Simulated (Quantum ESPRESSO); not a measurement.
# Al2GeZnO6: finding a planted mistake in a log

Simulated, not a measurement. The program is pw.x of Quantum ESPRESSO 7.5 (plane-wave density functional theory). The cell is made up: 10 atoms on a corundum lattice, with randomly drawn elements, strain and displacements, not relaxed. PseudoDojo standard norm-conserving files (v0.5 for PBE, v0.4.1 for LDA and PBEsol) set the functional; there is no spin polarisation, spin-orbit coupling or dispersion term, and the masses in the input are unused placeholders.

Intended input:

```
&control calculation='scf', pseudo_dir='./dojo.nc.sr.pbe.v0_5.standard.upf', outdir='./o', disk_io='medium', tprnfor=.true., tstress=.true. /
&system ibrav=0, nat=10, ntyp=4, nbnd=44, ecutwfc=84.00895049, nosym=.true., tot_charge=0,
 occupations='smearing', smearing='fd', degauss=0.0018374661
/
&electrons conv_thr=7.350e-09, electron_maxstep=60, /
ATOMIC_SPECIES
Al 1.0 Al.upf
Ge 1.0 Ge.upf
O 1.0 O.upf
Zn 1.0 Zn.upf
CELL_PARAMETERS angstrom
2.431 1.4036 4.4064
-2.431 1.4036 4.4064
0.0 -2.8071 4.4064
ATOMIC_POSITIONS angstrom
Al -0.142 -0.0491 4.6267
Al 0.0196 -0.0124 1.9665
Ge -0.0472 -0.0843 8.3726
Zn 0.0504 -0.051 11.2515
O -0.8095 1.4373 7.7117
O -0.8627 -1.4954 7.6225
O 1.6471 0.0689 7.6123
O 0.933 -1.2015 5.4715
O 0.7708 1.6641 5.4157
O -1.6595 -0.1869 5.6062
K_POINTS automatic
5 5 5 1 1 1
```

The log is shortened where brackets say so; the opening notice, blank lines, dates and the lines on written files are dropped, and the path of the files is cut. It prints rydbergs, bohrs and kilobars, and counts compression as positive stress. Where no state is partly filled, the Fermi energy that it prints is only some level between the filled and the empty states on the mesh, and need not lie in the true gap.

Log of the intended run:

```
     Program PWSCF v.7.5
     Parallel version (MPI & OpenMP), running on       1 processor cores
     Number of MPI processes:                 1
     Threads/MPI process:                     1
     [start-up lines left out]
     bravais-lattice index     =            0
     lattice parameter (alat)  =       9.8730  a.u.
     unit-cell volume          =     608.7651 (a.u.)^3
     number of atoms/cell      =           10
     number of atomic types    =            4
     number of electrons       =        76.00
     number of Kohn-Sham states=           44
     kinetic-energy cutoff     =      84.0090  Ry
     charge density cutoff     =     336.0358  Ry
     scf convergence threshold =      7.3E-09
     mixing beta               =       0.7000
     number of iterations used =            8  plain     mixing
     Exchange-correlation= PBE
                           (   1   4   3   4   0   0   0)
     [axes and pseudopotential details left out]
   Cartesian axes
     site n.     atom                  positions (alat units)
         1        Al     tau(   1) = (  -0.0271792  -0.0093979   0.8855644  )
         2        Al     tau(   2) = (   0.0037515  -0.0023734   0.3763940  )
         3        Ge     tau(   3) = (  -0.0090342  -0.0161353   1.6025409  )
         4        Zn     tau(   4) = (   0.0096467  -0.0097616   2.1535711  )
         5        O      tau(   5) = (  -0.1549407   0.2751036   1.4760427  )
         6        O      tau(   6) = (  -0.1651234  -0.2862241   1.4589695  )
         7        O      tau(   7) = (   0.3152599   0.0131877   1.4570172  )
         8        O      tau(   8) = (   0.1785790  -0.2299707   1.0472616  )
         9        O      tau(   9) = (   0.1475334   0.3185138   1.0365813  )
        10        O      tau(  10) = (  -0.3176333  -0.0357732   1.0730436  )
     number of k points=    63  Fermi-Dirac smearing, width (Ry)=  0.0018
                       cart. coord. in units 2pi/alat
        k(    1) = (   0.0000000   0.0000000   0.1185679), wk =   0.0320000
        k(    2) = (   0.0000000  -0.2481572   0.1976151), wk =   0.0320000
     [further k points left out]
     Dense  grid:    63355 G-vectors     FFT dimensions: (  60,  60,  60)
     Estimated max dynamical RAM per process >      98.01 MB
     Initial potential from superposition of free atoms
     starting charge      75.9941, renormalised to      76.0000
     Starting wfcs are   51 randomized atomic wfcs
     total cpu time spent up to now is       10.5 secs
     per-process dynamical memory:    77.6 Mb
     Self-consistent Calculation
     iteration #  1     ecut=    84.01 Ry     beta= 0.70
     Davidson diagonalization with overlap
     ethr =  1.00E-02,  avg # of iterations =  3.0
     total cpu time spent up to now is       42.1 secs
     total energy              =    -803.90906306 Ry
     estimated scf accuracy    <       2.14534785 Ry
     iteration #  2     ecut=    84.01 Ry     beta= 0.70
     Davidson diagonalization with overlap
     ethr =  2.82E-03,  avg # of iterations =  2.1
     total cpu time spent up to now is       69.3 secs
     total energy              =    -804.53288253 Ry
     estimated scf accuracy    <       1.72059935 Ry
     [iterations 3 to 9 left out]
     iteration # 10     ecut=    84.01 Ry     beta= 0.70
     Davidson diagonalization with overlap
     ethr =  8.30E-10,  avg # of iterations =  2.0
     total cpu time spent up to now is      285.3 secs
     total energy              =    -804.85169219 Ry
     estimated scf accuracy    <       0.00000009 Ry
     iteration # 11     ecut=    84.01 Ry     beta= 0.70
     Davidson diagonalization with overlap
     ethr =  1.20E-10,  avg # of iterations =  2.0
     total cpu time spent up to now is      312.9 secs
     End of self-consistent calculation
     [lines on levels left out]
     the Fermi energy is    12.2019 ev
!    total energy              =    -804.85169221 Ry
     estimated scf accuracy    <          6.0E-09 Ry
     smearing contrib. (-TS)   =       0.00000000 Ry
     internal energy E=F+TS    =    -804.85169221 Ry
     The total energy is F=E-TS. E is the sum of the following terms:
     one-electron contribution =    -496.70979089 Ry
     hartree contribution      =     299.36910850 Ry
     xc contribution           =    -144.40549353 Ry
     ewald contribution        =    -463.10551629 Ry
     convergence has been achieved in  11 iterations
     Forces acting on atoms (cartesian axes, Ry/au):
     atom    1 type  1   force =     0.03603693    0.02470044    0.03705744
     atom    2 type  1   force =     0.00426993    0.00254161   -0.07134345
     atom    3 type  2   force =     0.01862568    0.04906004    0.10163850
     atom    4 type  4   force =    -0.13892768    0.03047209   -0.07189817
     atom    5 type  3   force =    -0.15120954   -0.10873519    0.03282471
     atom    6 type  3   force =     0.26436056   -0.06727707    0.13915584
     atom    7 type  3   force =    -0.02983928    0.13830274    0.06015629
     atom    8 type  3   force =    -0.04791354   -0.09995883   -0.03844637
     atom    9 type  3   force =     0.00082867   -0.13053949   -0.09204325
     atom   10 type  3   force =     0.04376827    0.16143366   -0.09710156
     Total force =     0.526063     Total SCF correction =     0.000178
     Computing stress (Cartesian axis) and pressure
          total   stress  (Ry/bohr**3)                   (kbar)     P=      188.37
   0.00143807   0.00016900   0.00012431          211.55       24.86       18.29
   0.00016900   0.00119949  -0.00011504           24.86      176.45      -16.92
   0.00012431  -0.00011504   0.00120389           18.29      -16.92      177.10
     init_run     :     10.27s CPU     10.40s WALL (       1 calls)
     electrons    :    292.07s CPU    302.47s WALL (       1 calls)
     forces       :      5.36s CPU      5.52s WALL (       1 calls)
     stress       :     18.45s CPU     18.80s WALL (       1 calls)
     [timing details left out]
     PWSCF        :   5m26.34s CPU   5m37.60s WALL
     JOB DONE.
```

A second run was made from an input with one planted mistake. Its log:

```
     Program PWSCF v.7.5
     Parallel version (MPI & OpenMP), running on       1 processor cores
     Number of MPI processes:                 1
     Threads/MPI process:                     1
     [start-up lines left out]
     bravais-lattice index     =            0
     lattice parameter (alat)  =       9.8730  a.u.
     unit-cell volume          =     608.7651 (a.u.)^3
     number of atoms/cell      =           10
     number of atomic types    =            4
     number of electrons       =        76.00
     number of Kohn-Sham states=           44
     kinetic-energy cutoff     =      84.0090  Ry
     charge density cutoff     =     336.0358  Ry
     scf convergence threshold =      7.3E-09
     mixing beta               =       0.7000
     number of iterations used =            8  plain     mixing
     Exchange-correlation= PBESOL
                           (   1   4  10   8   0   0   0)
     [axes and pseudopotential details left out]
   Cartesian axes
     site n.     atom                  positions (alat units)
         1        Al     tau(   1) = (  -0.0271792  -0.0093979   0.8855644  )
         2        Al     tau(   2) = (   0.0037515  -0.0023734   0.3763940  )
         3        Ge     tau(   3) = (  -0.0090342  -0.0161353   1.6025409  )
         4        Zn     tau(   4) = (   0.0096467  -0.0097616   2.1535711  )
         5        O      tau(   5) = (  -0.1549407   0.2751036   1.4760427  )
         6        O      tau(   6) = (  -0.1651234  -0.2862241   1.4589695  )
         7        O      tau(   7) = (   0.3152599   0.0131877   1.4570172  )
         8        O      tau(   8) = (   0.1785790  -0.2299707   1.0472616  )
         9        O      tau(   9) = (   0.1475334   0.3185138   1.0365813  )
        10        O      tau(  10) = (  -0.3176333  -0.0357732   1.0730436  )
     number of k points=    63  Fermi-Dirac smearing, width (Ry)=  0.0018
                       cart. coord. in units 2pi/alat
        k(    1) = (   0.0000000   0.0000000   0.1185679), wk =   0.0320000
        k(    2) = (   0.0000000  -0.2481572   0.1976151), wk =   0.0320000
     [further k points left out]
     Dense  grid:    63355 G-vectors     FFT dimensions: (  60,  60,  60)
     Estimated max dynamical RAM per process >      98.01 MB
     Initial potential from superposition of free atoms
     starting charge      75.9944, renormalised to      76.0000
     Starting wfcs are   51 randomized atomic wfcs
     total cpu time spent up to now is       14.8 secs
     per-process dynamical memory:    60.8 Mb
     Self-consistent Calculation
     iteration #  1     ecut=    84.01 Ry     beta= 0.70
     Davidson diagonalization with overlap
     ethr =  1.00E-02,  avg # of iterations =  3.0
     total cpu time spent up to now is       54.7 secs
     total energy              =    -802.94658694 Ry
     estimated scf accuracy    <       1.97576664 Ry
     iteration #  2     ecut=    84.01 Ry     beta= 0.70
     Davidson diagonalization with overlap
     ethr =  2.60E-03,  avg # of iterations =  2.2
     total cpu time spent up to now is       98.4 secs
     total energy              =    -803.52060646 Ry
     estimated scf accuracy    <       1.63936560 Ry
     [iterations 3 to 9 left out]
     iteration # 10     ecut=    84.01 Ry     beta= 0.70
     Davidson diagonalization with overlap
     ethr =  6.48E-10,  avg # of iterations =  2.0
     total cpu time spent up to now is      402.1 secs
     total energy              =    -803.82450804 Ry
     estimated scf accuracy    <       0.00000008 Ry
     iteration # 11     ecut=    84.01 Ry     beta= 0.70
     Davidson diagonalization with overlap
     ethr =  1.09E-10,  avg # of iterations =  2.0
     total cpu time spent up to now is      440.4 secs
     End of self-consistent calculation
     [lines on levels left out]
     the Fermi energy is    11.9651 ev
!    total energy              =    -803.82450805 Ry
     estimated scf accuracy    <          4.7E-09 Ry
     smearing contrib. (-TS)   =       0.00000000 Ry
     internal energy E=F+TS    =    -803.82450805 Ry
     The total energy is F=E-TS. E is the sum of the following terms:
     one-electron contribution =    -496.49775921 Ry
     hartree contribution      =     298.51102572 Ry
     xc contribution           =    -142.73225827 Ry
     ewald contribution        =    -463.10551629 Ry
     convergence has been achieved in  11 iterations
     Forces acting on atoms (cartesian axes, Ry/au):
     atom    1 type  1   force =     0.03580850    0.02481452    0.03607729
     atom    2 type  1   force =     0.00419271    0.00286519   -0.07024695
     atom    3 type  2   force =     0.01832594    0.04825966    0.10023057
     atom    4 type  4   force =    -0.13306964    0.02995037   -0.07062940
     atom    5 type  3   force =    -0.14424832   -0.10647310    0.03089838
     atom    6 type  3   force =     0.25544253   -0.06230456    0.13466470
     atom    7 type  3   force =    -0.03107787    0.13209191    0.05858892
     atom    8 type  3   force =    -0.04091970   -0.09925528   -0.03720443
     atom    9 type  3   force =    -0.00367497   -0.12182866   -0.08968910
     atom   10 type  3   force =     0.03922079    0.15187994   -0.09268998
     Total force =     0.505652     Total SCF correction =     0.000147
     Computing stress (Cartesian axis) and pressure
          total   stress  (Ry/bohr**3)                   (kbar)     P=      117.70
   0.00094748   0.00016405   0.00012070          139.38       24.13       17.76
   0.00016405   0.00071444  -0.00010519           24.13      105.10      -15.47
   0.00012070  -0.00010519   0.00073842           17.76      -15.47      108.62
     init_run     :     13.34s CPU     14.66s WALL (       1 calls)
     electrons    :    411.27s CPU    425.71s WALL (       1 calls)
     forces       :      5.62s CPU      5.68s WALL (       1 calls)
     stress       :     23.30s CPU     23.43s WALL (       1 calls)
     [timing details left out]
     PWSCF        :   7m33.88s CPU   7m50.61s WALL
     JOB DONE.
```

Question: what was wrong in the second input?

Answer: the files are those of another functional. The input lines that differ, file-writing options aside:

```
- &control calculation='scf', pseudo_dir='./dojo.nc.sr.pbe.v0_5.standard.upf', outdir='./o', disk_io='medium', tprnfor=.true., tstress=.true. /
+ &control calculation='scf', pseudo_dir='./dojo.nc.sr.pbesol.v0_4_1.standard.upf', outdir='./o', disk_io='medium', tprnfor=.true., tstress=.true. /
```

|  | intended run | run with the mistake |
| --- | --- | --- |
| free energy (eV) | -10950.565 | -10936.590 |
| smearing term -TS (eV) | 0.0000 | 0.0000 |
| pressure (GPa) | 18.84 | 11.77 |
| largest force component (eV/Å) | 6.797 | 6.568 |
| largest change of a force component (eV/Å) |  | 0.246 |
| iterations | 11 | 11 |

For scale, a rerun of the intended cell at a cutoff of 1437 eV and k mesh 7 x 7 x 7 moved values by no more than 0.003 eV in energy, 0.04 GPa in stress and 0.002 eV/Å in force. Files of another functional have another zero of energy, so the energy change says nothing on stability.